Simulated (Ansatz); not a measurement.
# Stationary points along a deformation path in TiAl

All numbers below come from Ansatz 0.2.0, DFT PBEsol, scalar-relativistic, plane waves, PAW. Cutoff 420 eV, Γ-centred 16×16×16 k-points, Gaussian smearing of 0.15 eV. No spin polarisation. Energies are free energies at this smearing, counted from the undisturbed cell; pressure is positive in compression.

Zero of the scan (as given, not relaxed at this level; it stands at -2.4 GPa, and it needn't be the usual structure):

```yaml
crystal:
  lattice:
    - [3.17906, 0.00000, 0.00000]
    - [0.00000, 3.17906, 0.00000]
    - [0.00000, 0.00000, 3.17906]
  atoms:
    - { symbol: Ti, position: [0.00000, 0.00000, 0.00000] }
    - { symbol: Al, position: [0.50000, 0.50000, 0.50000] }
```

At fixed volume and fractional coordinates, lengths along (0.577, 0.577, 0.577) are scaled against those across it; ρ is that ratio over its starting value. V = 16.065 Å³/atom. Δσ is the stress along the axis less the mean stress across it (compression positive).

```csv
ρ,ΔE (meV/atom),Δσ (GPa),space group
0.500,5737.3,295.27,R-3m
0.600,2753.2,191.88,R-3m
0.710,1091.8,108.38,R-3m
1.000,0.0,0.00,Pm-3m
1.410,259.5,-19.79,R-3m
2.000,596.1,0.00,Fm-3m
```

Task: How does the stress give the slope of the energy, and where is the energy stationary?

Result: Along the path d ln(length) is 2/3 d ln ρ on the axis and −1/3 d ln ρ across it, so dE/d ln ρ = −(2/3) V Δσ: the energy falls with ρ where Δσ is positive. Δσ vanishes or changes sign at ρ = 1.000 (Pm-3m), a minimum at 0.0 meV/atom; at ρ = 2.000 (Fm-3m, an end of the scan), at 596.1 meV/atom. Pairs of stationary points between two samples would go unseen, and could change a minimum read from distant neighbours into a maximum. At ρ = 1.000, 2.000 the cell is cubic, where symmetry alone makes the stress isotropic and the slope zero.

In a metal these slopes depend on the k mesh and the smearing.